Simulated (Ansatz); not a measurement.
RuB2 (space group Pmmn)

```
CELL_PARAMETERS angstrom
      2.84949     0.00000     0.00000
      0.00000     4.62569     0.00000
      0.00000     0.00000     4.02364
ATOMIC_POSITIONS crystal
  B  0.00000 0.80386 0.36259
  B  0.00000 0.19614 0.36259
  B  0.50000 0.69614 0.63741
  B  0.50000 0.30386 0.63741
  Ru 0.00000 0.00000 0.84873
  Ru 0.50000 0.50000 0.15127
```

The volume is varied about the relaxed value V₀ at fixed cell shape. The atoms relax within the cell's symmetry.

Computed with PBEsol (plane waves to 420 eV, PAW, scalar-relativistic; Ansatz, a quantum-chemistry and plane-wave program). k mesh 16×10×12 (Γ-centred), Fermi-Dirac smearing 0.05 eV. E stands for the smeared free energy. Compression counts positive. With the shape held, the modulus is that of even scaling; a crystal free to change shape is softer. RuB2 is run without spin polarisation. RuB2 was relaxed with its symmetry unable to fall. ΔE is measured from the relaxed starting cell. The last digit holds for this mesh only.

```json
[
 {"V (Å³/atom)": "7.425", "ΔE (meV/atom)": "292.5"},
 {"V (Å³/atom)": "7.708", "ΔE (meV/atom)": "175.7"},
 {"V (Å³/atom)": "7.991", "ΔE (meV/atom)": "92.9"},
 {"V (Å³/atom)": "8.273", "ΔE (meV/atom)": "38.9"},
 {"V (Å³/atom)": "8.556", "ΔE (meV/atom)": "9.2"},
 {"V (Å³/atom)": "8.839", "ΔE (meV/atom)": "0.0"},
 {"V (Å³/atom)": "9.122", "ΔE (meV/atom)": "8.2"},
 {"V (Å³/atom)": "9.405", "ΔE (meV/atom)": "31.0"},
 {"V (Å³/atom)": "9.688", "ΔE (meV/atom)": "withheld"},
 {"V (Å³/atom)": "9.971", "ΔE (meV/atom)": "111.5"},
 {"V (Å³/atom)": "10.253", "ΔE (meV/atom)": "165.4"}
]
```

Question: Fit a third-order Birch-Murnaghan form (E₀, V₀, B₀, B₀′ free) to the given rows and predict ΔE at V = 9.688.

Answer: Least squares on the 10 given rows: ΔE = E₀ + (9V₀B₀/16)·y²·[2 + (B₀′ − 4)y], y = (V₀/V)^(2/3) − 1, with V₀ = 8.841 Å³/atom, B₀ = 304.7 GPa (160.2 GPa = 1 eV/Å³; the term in eV is multiplied by 1000), B₀′ = 4.26, E₀ = 0.11 meV/atom; root-mean-square residual 0.16 meV/atom. At 9.688 the fit gives 65.8 meV/atom; the calculation gives 66.1 meV/atom, so the interpolation is off by -0.3 (-0.5 %). For the pressure the fit gives -23.0 GPa against the computed -23.0 GPa.

(A scan under strain: stresses follow from slopes of the energy per volume, elastic moduli from its curvatures.)
